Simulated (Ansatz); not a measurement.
**P: pressure against volume**

Reference cell: an entry of the Crystallography Open Database (COD) whose atoms were relaxed with PBE, the cell held.

```
P
1.0
     1.65545   -5.15950    0.00000
     1.65545    5.15950    0.00000
     0.00000    0.00000    4.31700
P
4
Direct
  0.89573 0.10427 0.07750
  0.60427 0.39573 0.57750
  0.10427 0.89573 0.92250
  0.39573 0.60427 0.42250
```

Atom numbers follow the list; atoms alike are taken as one site, whose name carries the number of the first.

Computed with Ansatz: DFT, PBE, plane waves and PAW, scalar-relativistic, 420 eV cutoff, Γ-centred 15×15×11 k-points, Fermi–Dirac smearing 0.05 eV.

The cell is scaled uniformly, and the ions relax again at each size.

| V/V₀ | pressure (GPa) |
| --- | --- |
| 0.94 | 5.6 |
| 0.96 | 4.5 |
| 0.98 | 3.4 |
| 1.00 | 2.4 |
| 1.02 | 1.5 |
| 1.04 | ? |
| 1.06 | 0.0 |

Problem. Estimate the row at V/V₀ = 1.04, the equilibrium volume and the bulk modulus.

Solution. pressure (GPa): 0.7. Worked: a parabola in ln(V/V₀) through the other 6 rows gives 0.7 GPa there. It crosses zero pressure at V/V₀ = 1.060, the equilibrium volume of this functional, where the bulk modulus is B = −dP/d ln V = 36 GPa. The shape of the cell is held, so in this non-cubic crystal both values are those of uniform scaling, and B is an upper bound to the hydrostatic one.
